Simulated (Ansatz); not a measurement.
**How far is PAW off for Ag?**

```
Ag
1.0
     0.00000    2.08396    2.04310
     2.08396    0.00000    2.04310
     2.08396    2.08396    0.00000
Ag
1
Cartesian
  0.0000 0.0000 0.0000
```

The conventional cell has a = 2.947 Å, b = 2.947 Å, c = 4.086 Å, α = 90.00°, β = 90.00°, γ = 90.00°. Around Ag (atom 1) lie 12 Ag at 2.92 to 2.95 Å.

The cell comes from COD entry 9008459, which wasn't checked; take it as a given geometry. The listed cell was then made from it by scaling, straining or moving an atom.

Methods: DFT, PBEsol, PAW with Ansatz's default frozen-core files, scalar-relativistic (Ansatz 0.2.0); DFT, PBEsol, all-electron PAW with datasets made for the crystal, scalar-relativistic (Ansatz 0.2.0); DFT, PBEsol, all-electron LAPW, scalar-relativistic (Ansatz 0.2.0).

For PAW: a Γ-centred 15×15×15 k mesh, Fermi–Dirac smearing of 0.03 eV, cutoff 420 eV, no spin polarisation; the PAW files were made with PBE, and the program remakes their frozen cores for this functional. The crystal-made all-electron datasets (AE datasets) take a cutoff of 260 eV at this cell. LAPW targets a basis error of 0.5 meV/atom. The Ansatz runs share mesh, smearing and spin set-up. Plane-wave (PAW) pressures include the program's estimate of the Pulay term.

Stress and pressure are positive in compression.

The change that made this cell: equal xx and yy strain of +2 %.

```tsv
quantity	PAW	AE datasets	LAPW
pressure (GPa)	-6.37	-6.39	-6.39
stress xx (GPa)	-6.31	-6.32	-6.32
stress zz (GPa)	-6.50	-6.52	-6.52
```

PAW's pressure differs from the LAPW value by +0.02 GPa.
